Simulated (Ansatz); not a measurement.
MgO in space group Pm-3n (No. 223; Mg on 6c, O on 6d), DFT-PBEsol in the program Ansatz with PAW potentials, all energies at zero smearing, with the estimated change up to a 700 eV cutoff added, with one set of potentials and settings (totals compare only within such a set). Cell of 12 atoms (6 Mg, 6 O): -14852.900 eV.

```json
[
 {"element": "Mg", "reference phase": "P6_3/mmc, 2 atoms in the cell", "E (eV/atom)": "-1912.0511"},
 {"element": "O", "reference phase": "C2/m, 4 atoms in the cell, spin-polarised", "E (eV/atom)": "-558.3554"}
]
```

Formation energy per atom, worked out: (-14852.900 − 6×(-1912.0511) − 6×(-558.3554))/12 = -2.538 eV/atom (-245 kJ per mol of atoms), at 0 K, without zero-point energy or fitted corrections.

The workflow started from a Materials Project entry (that database holds measured and hypothetical structures alike); the Crystallography Open Database copy checked does not list it. It is not the phase usual at ambient conditions (space group No. 225). The cell was relaxed with PBEsol under the symmetry of its start; phonons on a q-mesh show no instability. The references are the lowest solids computed at this level, not always the standard phases (solids in place of the gases).

Potentials: the later of the program's two PAW sets.
